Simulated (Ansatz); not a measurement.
TaAg:
```cif
data_AgTa
_chemical_formula_sum 'Ag1 Ta1'
_space_group_name_H-M_alt 'P4/mmm'
_space_group_IT_number 123
_space_group_name_Hall '-P 4 2'
_cell_length_a 2.80497
_cell_length_b 2.80497
_cell_length_c 4.29188
_cell_angle_alpha 90.000
_cell_angle_beta 90.000
_cell_angle_gamma 90.000
loop_
_atom_site_label
_atom_site_type_symbol
_atom_site_symmetry_multiplicity
_atom_site_Wyckoff_symbol
_atom_site_fract_x
_atom_site_fract_y
_atom_site_fract_z
_atom_site_occupancy
Ag1 Ag 1 a 0.00000 0.00000 0.00000 1
Ta1 Ta 1 d 0.50000 0.50000 0.50000 1
```

Relaxed at zero pressure with DFT-PBEsol in the program Ansatz with PAW potentials.

Q: The volume is raised by 3 % and shape and atoms relax at that volume. What pressure results, and how do the axes share the change?

A: -5.0 GPa; a 1.0 %, b 1.0 %, c 1.1 %; the energy rises by 8 meV/atom.

Q: Give the new structure.

A: 
Space group P4/mmm (No. 123); a = 2.8319 Å, b = 2.8319 Å, c = 4.3370 Å, α = 90.00°, β = 90.00°, γ = 90.00°

```csv
atom,site,symmetry,x,y,z
Ag,1a,4/mmm,0.0000,0.0000,0.0000
Ta,1d,4/mmm,0.5000,0.5000,0.5000
```

The phase is kept; no other phase was compared at this pressure.

The start of the workflow was typed in or built on a structure type; neither database checked (COD, Materials Project) lists it. Its standing as an ambient phase is unchecked. The PBEsol relaxation kept the symmetry of its start; whether a distortion lowers the energy is not shown. No spin polarisation was allowed. Its formation energy is positive at this level, so the cell may be metastable or incomplete. Axis ratios of metals converge slowly with the k-mesh, so a and c are less sure than the volume. Scalar-relativistic: spin–orbit coupling is off unless named, which matters more the heavier the elements.

Potentials: the later of the program's two PAW sets.
